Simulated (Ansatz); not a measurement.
Property card of a BaNb sheet

The cell was found from a structure generator's guess, not taken from experiment.

Level of theory: DFT PBE, scalar-relativistic, plane waves, PAW in Ansatz. Plane waves to 420 eV, a k mesh through Γ of 12×12×1 on the computed 2-atom cell and Gaussian smearing (0.10 eV); collinear spin from starting moments 0.3 3.4 μB.

Only a and b repeat, and vacuum parts the sheet from its images along c.

```
CELL_PARAMETERS angstrom
4.78254 0.00000 0.00000
0.00000 4.78254 0.00000
0.00000 0.00000 23.80000
ATOMIC_POSITIONS crystal
Ba 0.00000 0.00000 0.29412
Nb 0.50000 0.50000 0.29412
```

The zero of energy is the elements' standard structures at the same level; no fitted shifts are applied.

| Property | Result |
| --- | --- |
| Layer group | p4/mmm (No. 61) |
| In-plane cell | a = 4.783 Å, b = 4.783 Å, γ = 90.0° |
| Area per atom | 11.44 Å² |
| Thickness between the outermost nuclei | 0.00 Å |
| Formation energy | +2.47 eV/atom |
| Band gap over mesh and path | none (metal or semimetal) |
| Net moment per atom | 2.35 μB |
| Moment by site | Ba 0.2; Nb 3.0 μB |
| Density of states at the Fermi level | 1.5 states/eV per cell |
| Löwdin character within 0.5 eV of the Fermi level | Nb 4d 64 %, Nb 5s 10 %, unprojected 19 % |
| Bader charges (e) | Ba1 0.80, Nb2 -0.80 |

The last run used collinear spin, a 12×12×1 mesh for its 2-atom cell and Gaussian smearing of 0.10 eV. The magnetic state reached may not be the lowest. Site moments count only spheres around the atoms; the net moment includes the space between them.
